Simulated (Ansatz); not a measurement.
Input:

SiB:
```cif
data_B2Si2
_chemical_formula_sum 'Si2 B2'
_space_group_name_H-M_alt 'P 1'
_space_group_IT_number 1
_cell_length_a 3.17357
_cell_length_b 3.17357
_cell_length_c 5.83640
_cell_angle_alpha 90.000
_cell_angle_beta 90.000
_cell_angle_gamma 120.000
loop_
_space_group_symop_operation_xyz
  'x, y, z'
loop_
_atom_site_label
_atom_site_type_symbol
_atom_site_fract_x
_atom_site_fract_y
_atom_site_fract_z
_atom_site_occupancy
Si1 Si 0.33333 0.66667 0.35713 1
Si2 Si 0.66667 0.33333 0.85713 1
B1 B 0.33333 0.66667 0.01786 1
B2 B 0.66667 0.33333 0.51786 1
```

This is the r²SCAN-relaxed structure.

Q: All from plane-wave PAW r²SCAN (Ansatz code), unless another level is named. Estimate the electronic character.

A: metallic (no gap).

Q: Give the formation energy from the elements (no fitted shifts).

A: 0.40 eV/atom.

Q: Predict the density of states at the Fermi level.

A: 0.35 states/eV per atom (mean over ±0.08 eV).

Space group P6_3mc (wurtzite). The first step of the workflow began from a Materials Project structure, measured or hypothetical; the Crystallography Open Database copy checked does not list it. Whether it is the stable phase at ambient conditions was not checked. The cell was relaxed with r²SCAN under the symmetry of its start. At this level the phase is mechanically unstable. Its formation energy is positive at this level, so the cell may be metastable or incomplete. The references are the lowest solids computed at this level, not always the standard phases.

Potentials: the later of the program's two PAW sets.
